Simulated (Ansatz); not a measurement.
Eigenvalues along a path: W (bcc type)

```
CELL_PARAMETERS angstrom
-1.50205 1.50205 1.50205
1.50205 -1.50205 1.50205
1.50205 1.50205 -1.50205
ATOMIC_POSITIONS crystal
W 0.00000 0.00000 0.00000
```

The cell comes from a relaxation on PAW files under the same functional.

Level of theory: DFT with LDA, scalar-relativistic, in Ansatz 0.2.0; a Γ-centred 19×19×19 k mesh, Fermi–Dirac smearing of 0.1 eV, no spin polarisation. PAW: frozen-core files, cutoff 420 eV.

This run: volume at 0.88 of the series' base cell.

Spin–orbit coupling is left out, which matters for the heavy atoms. The PAW files were made under PBE.

Path points, in fractions of the reciprocal vectors: Γ (0.000, 0.000, 0.000), H (0.500, -0.500, 0.500), N (0.000, 0.000, 0.500), P (0.250, 0.250, 0.250). The distance column jumps between branches of the path. Levels in eV from the Fermi level; bands 5 to 9, counted from the lowest band of the run. The gap is zero, the pressure 55.8 GPa.

```
# k(1/Å) point b5 b6 b7 b8 b9
0.000 Γ -10.44 -1.61 -1.61 -1.61 2.51
0.261 - -9.98 -1.65 -1.65 -1.41 1.76
0.523 - -8.71 -1.66 -1.66 -0.79 0.04
0.784 - -6.99 -1.92 -1.39 -1.39 0.20
1.046 - -5.44 -3.74 -0.68 -0.68 1.52
1.307 - -5.24 -5.02 0.58 0.58 3.04
1.569 - -6.35 -5.85 2.38 2.38 4.59
1.830 - -7.03 -6.86 4.62 4.62 5.83
2.092 H -7.26 -7.26 6.32 6.32 6.32
2.276 - -7.13 -7.08 5.07 5.21 6.36
2.461 - -6.75 -6.52 2.99 3.20 6.49
2.646 - -6.24 -5.63 0.93 1.33 6.70
2.831 - -5.90 -4.43 -0.90 0.12 6.94
3.016 - -6.09 -2.97 -2.41 0.03 7.19
3.201 - -6.68 -3.54 -1.33 0.89 6.47
3.386 - -7.20 -4.23 0.39 1.99 4.82
3.570 N -7.40 -4.47 1.51 2.54 3.71
3.755 - -7.33 -4.38 0.77 2.69 3.60
3.940 - -7.21 -4.13 -0.55 2.58 3.31
4.125 - -7.24 -3.74 -1.70 2.19 3.00
4.310 - -7.73 -3.23 -2.20 1.80 1.81
4.495 - -8.63 -2.67 -2.06 0.37 1.61
4.680 - -9.56 -2.15 -1.79 -0.72 1.81
4.865 - -10.21 -1.76 -1.64 -1.39 2.26
5.049 Γ -10.44 -1.61 -1.61 -1.61 2.51
5.276 - -10.10 -1.78 -1.78 -1.21 2.34
5.502 - -9.15 -2.29 -2.29 0.01 2.14
5.729 - -7.82 -3.00 -3.00 2.03 2.26
5.955 - -6.30 -3.64 -3.64 2.63 2.63
6.181 - -4.78 -4.00 -4.00 3.12 3.12
6.408 - -4.02 -4.02 -3.47 3.55 3.55
6.634 - -3.74 -3.74 -2.85 3.84 3.84
6.861 P -3.30 -3.30 -3.30 3.94 3.94
7.087 - -4.38 -2.90 -2.90 3.83 3.83
7.314 - -5.17 -2.79 -2.79 3.54 3.54
7.540 - -5.12 -3.21 -3.21 3.31 3.31
7.766 - -4.15 -4.15 -4.04 3.44 3.44
7.993 - -5.30 -5.30 -1.97 3.99 3.99
8.219 - -6.33 -6.33 0.90 4.83 4.83
8.446 - -7.02 -7.02 4.16 5.78 5.78
8.672 H -7.26 -7.26 6.32 6.32 6.32
10.483 P -3.30 -3.30 -3.30 3.94 3.94
10.614 - -3.71 -3.52 -2.79 3.88 3.94
10.745 - -4.08 -4.02 -2.18 3.71 3.91
10.876 - -4.84 -4.24 -1.49 3.45 3.87
11.006 - -5.64 -4.37 -0.74 3.17 3.83
11.137 - -6.36 -4.44 0.03 2.91 3.78
11.268 - -6.92 -4.46 0.75 2.71 3.75
11.398 - -7.28 -4.47 1.30 2.58 3.72
11.529 N -7.40 -4.47 1.51 2.54 3.71
```
